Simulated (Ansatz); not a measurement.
Structure: COD 9011000, as refined from experiment and not relaxed. The listed cell was then made from it by scaling, straining or moving an atom.

An input for Na: DFT, LDA, PAW with Ansatz's default frozen-core files, scalar-relativistic (Ansatz 0.2.0). The PAW files were made with PBE; their cores are remade for this functional.

Command: `ansatz run input.yaml --threads 1 --pin off --max-ram 3072MiB --backend cpu --events-out ev --progress --plain --runs-dir out` The run took 3.2 s on 1 thread of Arm Neoverse V1 (shared host), peak memory 0.33 GiB.

```yaml
crystal:
  lattice:
    - [3.7670009976, 0.0, 0.0]
    - [-1.8835004988, 3.26231856, 0.0]
    - [0.0, 0.0, 6.21554]
  atoms:
    - { symbol: Na, position: [0.3333333333, 0.6666666667, 0.25] }
    - { symbol: Na, position: [0.6666666667, 0.3333333333, 0.75] }
kpoints:
  mp_grid: { grid: [11, 11, 6] }
scf:
  occupations: { method: fermi_dirac, width: 0.05 }
hamiltonian:
  xc: lda
  pseudopotentials: { kind: paw }
output:
  forces: true
  stress: true
  eigenvalues: true
  efg: { contact_densities: true }
```

Set-up and iterations as logged by Ansatz (the results part is left out, to be predicted):

```
Engine: ansatz 0.2.0
Pseudopotentials: kind: paw
Pseudopotential: Na, paw, valence charge 9, recommended cutoff 420 eV (normal)
Functional definition: SPW92
  exchange = slater_x
  correlation = pw_c
Crystal: 2 atoms, lattice volume = 76.384 Å³
Basis set: ecut = 420 eV, 1521 PW (Γ)
Bands: 13, of which v1, the nominal top of the filled ones, is band 9 counted from 1 (8 counted from 0)
Symmetry: 24 space group operations
Space group: P63/mmc (ITA 194), of the structure as read, at distance tolerance 4.2e-5 Å
k-points: 64 of 726
Non-local potential: Na, projectors of the file, l = 0: 3, l = 1: 2, l = 2: 1
PAW form: soft (Blöchl's): semilocal exchange-correlation on the pseudo side does not see the compensation charge
PAW frozen core: Na, regenerated for the run's functional, and the local potential with it (the file was generated under x = pbe(κ = 0.804, μ = 0.2195149727645171), c = pbe(β = 0.06672455060314922))
PAW one-centre angular grid: Na, 110 points (default); XC on 64 Gauss nodes
Initial density: superposition of atomic densities (neutral atoms: chi_scale 0, normalization atom), corrected by the library's trained network
Initial wavefunctions: pseudopotential atomic-orbital guess
Functional: x = slater, c = lda
SCF iter   1: F=—  HF=-2933.191324 eV  |F-HF|=—  |Δ(HF+E_count)|=         —  Δρ=4.98e-3  dr2=7.84e-3  ethr=1.77e-3  ⟨swp⟩=4.4  Hψ=4283  notcnv=0
SCF iter   2: F=—  HF=-2933.184317 eV  |F-HF|=—  |Δ(HF+E_count)|=   7.01e-3  Δρ=1.47e-3  dr2=8.44e-4  ethr=4.36e-5  ⟨swp⟩=2.0  Hψ=1896  notcnv=0
SCF iter   3: F=—  HF=-2933.184046 eV  |F-HF|=—  |Δ(HF+E_count)|=   2.71e-4  Δρ=2.35e-4  dr2=5.01e-5  ethr=4.69e-6  ⟨swp⟩=2.0  Hψ=1348  notcnv=0
SCF iter   4: F=—  HF=-2933.184083 eV  |F-HF|=—  |Δ(HF+E_count)|=   3.73e-5  Δρ=1.14e-4  dr2=8.02e-6  ethr=2.79e-7  ⟨swp⟩=2.2  Hψ=1418  notcnv=0
SCF iter   5: F=—  HF=-2933.184084 eV  |F-HF|=—  |Δ(HF+E_count)|=   1.09e-6  Δρ=1.01e-4  dr2=3.54e-6  ethr=4.46e-8  ⟨swp⟩=2.0  Hψ=1411  notcnv=0
SCF iter   6: F=—  HF=-2933.184082 eV  |F-HF|=—  |Δ(HF+E_count)|=   2.65e-6  Δρ=2.91e-5  dr2=3.08e-7  ethr=1.97e-8  ⟨swp⟩=2.0  Hψ=1343  notcnv=0
SCF iter   7: F=-2933.184081 eV  HF=-2933.184081 eV  |F-HF|=9.69e-9  |Δ(HF+E_count)|=   2.13e-7  Δρ=4.50e-6  dr2=8.02e-9  ethr=5.56e-10  ⟨swp⟩=4.1  Hψ=2813  notcnv=0
```

Problem. What pressure will this run report?

Solution. -0.94 GPa (positive in compression).
